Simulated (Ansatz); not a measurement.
Sb2Mo:
```
CELL_PARAMETERS angstrom
      1.68829    -6.39922     0.00000
      1.68829     6.39922     0.00000
      0.00000     0.00000     5.89386
ATOMIC_POSITIONS crystal
  Mo 0.90155 0.09845 0.49870
  Mo 0.09845 0.90155 0.99870
  Sb 0.56095 0.43905 0.36054
  Sb 0.43905 0.56095 0.86054
  Sb 0.29029 0.70971 0.21577
  Sb 0.70971 0.29029 0.71577
```

This is the PBEsol-relaxed structure.

### Question
All from PBEsol (plane waves, PAW; program Ansatz), unless another level is named. Give the electronic character.

### Answer
metallic (no gap).

### Question
Next, the density of states at the Fermi level?

### Answer
0.14 states/eV per atom (mean over ±0.08 eV).

### Question
Give the formation energy from the elements (no fitted shifts).

### Answer
0.036 eV/atom.

Space group Cmc2_1. The start of the workflow was typed in or built on a structure type; neither database checked (COD, Materials Project) lists it. Its standing as an ambient phase is unchecked. Symmetry was held in the PBEsol relaxation; whether a distortion lowers the energy is not shown. The run is not spin-polarised. The volume moved by -18 % from the start of the relaxation. The references are the lowest solids computed at this level, not always the standard phases. Scalar-relativistic: spin–orbit coupling is off unless named, which matters more the heavier the elements.

Potentials: the earlier of the program's two PAW sets. The files were generated under PBE; for other functionals the program regenerates the frozen cores, and for LDA and PBEsol the local potential too.
